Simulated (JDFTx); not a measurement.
Input for JDFTx (a modified build): ethoxide, C2H5O (SMILES CC[O-]), charge -1, multiplicity 1, nonlinear PCM (GLSSA13), water, 1 M KF; lengths in bohr, energies in hartree. JDFTx counts charge in electrons: elec-initial-charge is the number of excess electrons. The run starts from orbitals saved by an earlier run of the same system.

```
lattice \
  22.2042819644 0.0000000000 0.0000000000 \
  0.0000000000 21.2594189020 0.0000000000 \
  0.0000000000 0.0000000000 20.7869873709
coords-type Cartesian
ion C -1.6586452070 -0.0915002029 -0.0001073674 0
ion C 1.3227681455 -0.1697058321 -0.0001244013 0
ion O 2.4569941075 1.9992327746 -0.0011347851 0
ion H -2.4569941075 -1.9992327746 -0.0092801670 0
ion H -2.3235280652 0.9096926645 1.6728228066 0
ion H -2.3208406242 0.9237434107 -1.6654712967 0
ion H 1.8088733426 -1.4554541500 -1.7118139748 0
ion H 1.8100950417 -1.4548996360 1.7118139748 0
ion-species pseudo/c_pbe_v1.2.upf
ion-species pseudo/o_pbe_v1.2.upf
ion-species pseudo/h_pbe_v1.4.upf
elec-cutoff 20 100
elec-ex-corr gga-PBE
symmetries none
elec-n-bands 10
elec-initial-charge +1
electronic-minimize nIterations 150 energyDiffThreshold 1e-7
fluid NonlinearPCM
pcm-variant GLSSA13
fluid-solvent H2O
fluid-cation K+ 1
fluid-anion F- 1
wavefunction read s0.wfns 13
dump-name s2.$VAR
dump End State Ecomponents EigStats BandEigs Forces ElecDensity IonicPositions FluidDebug
```

The log closes as follows.

```
[...]
ElecMinimize: Iter:  14  Etot: -30.542973919087011  |grad|_K:  3.537e-07  alpha:  1.063e+00  linmin:  9.143e-03
ElecMinimize: Iter:  15  Etot: -30.542973965102806  |grad|_K:  2.614e-07  alpha:  8.919e-01  linmin:  1.226e-02
ElecMinimize: Iter:  16  Etot: -30.542973988498680  |grad|_K:  1.550e-07  alpha:  8.389e-01  linmin: -2.815e-02
ElecMinimize: Converged (|Delta Etot|<1.000000e-07 for 2 iters).

# Ionic positions in cartesian coordinates:
ion C  -1.658645207000000  -0.091500202900000  -0.000107367400000 0
ion C   1.322768145500000  -0.169705832100000  -0.000124401300000 0
ion O   2.456994107500000   1.999232774600000  -0.001134785100000 0
ion H  -2.456994107500000  -1.999232774600000  -0.009280167000000 0
ion H  -2.323528065200001   0.909692664500000   1.672822806600000 0
ion H  -2.320840624200001   0.923743410700000  -1.665471296700000 0
ion H   1.808873342600000  -1.455454150000000  -1.711813974800001 0
ion H   1.810095041700000  -1.454899636000000   1.711813974800001 0

# Forces in Cartesian coordinates:
force C   0.016811854744388  -0.002081596763562   0.000022211669409 0
force C  -0.023616435824945  -0.043403967330425  -0.000012447391263 0
force O   0.020593594820647   0.041715405538343   0.000015669890968 0
force H  -0.003552841137674  -0.007277988505334   0.000013801425837 0
force H  -0.003638473224463   0.004535104949116   0.007982808107843 0
force H  -0.003656708741042   0.004602955886018  -0.007992850365279 0
force H  -0.001486683423713   0.000922106308440   0.004812521945174 0
force H  -0.001526006495907   0.000937772901236  -0.004846401034910 0

# Energy components:
   A_diel =       -0.0508922789365479
   Eewald =       19.9116182630505065
       EH =       47.0451549651262795
     Eloc =     -108.5689714072780419
      Enl =        3.7104846736596722
      Exc =       -9.2769611223482169
 Exc_core =        0.1323980863707328
       KE =       16.5561160360331812
  MuShift =       -0.0019212041762472
-------------------------------------
     Etot =      -30.5429739884986802


	eMin: -0.827318 at state 0 ( [ +0.000000 +0.000000 +0.000000 ] spin 0 )
	HOMO: -0.130033 at state 0 ( [ +0.000000 +0.000000 +0.000000 ] spin 0 )
```

The run took 17 electronic cycles (a count that differs between repeats, as do the digits past 10⁻⁶ Ha); the highest occupied level lies at -3.54 eV from the bulk liquid.
